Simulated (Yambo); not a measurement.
G0W0@PBEsol for RbH (rock salt, space group Fm-3m, No. 225) in Yambo. Reference settings: 4×4×4 Γ-centred k mesh, 117 bands and a 10 Ry block in the screening, 117 bands in G with the Bruneval-Gonze terminator, plasmon pole fitted at 27.2 eV. The PBEsol gap L → L on this mesh is 2.72 eV; G0W0 gaps are taken between the same points.

The settings were changed. The gap went from 5.27 eV to 5.16 eV, and the shift of the valence edge from -1.90 eV to -1.62 eV.

Task: Name the change that produced these shifts.
(A) wavefunctions cut at 25 Ry
(B) 37 bands in G
(C) 37 bands in G, no terminator
(D) no terminator

Result: C, 37 bands in G, no terminator. The others gave (gap, valence shift): no terminator: 5.27, -1.86 eV; 37 bands in G: 5.25, -1.87 eV; wavefunctions cut at 25 Ry: 5.27, -1.90 eV.

Geometry of the Materials Project entry, not relaxed at this level; primitive cell a = b = c = 4.248 Å, α = β = γ = 60.00°.

A shift is the quasiparticle energy of the state minus its PBEsol energy.
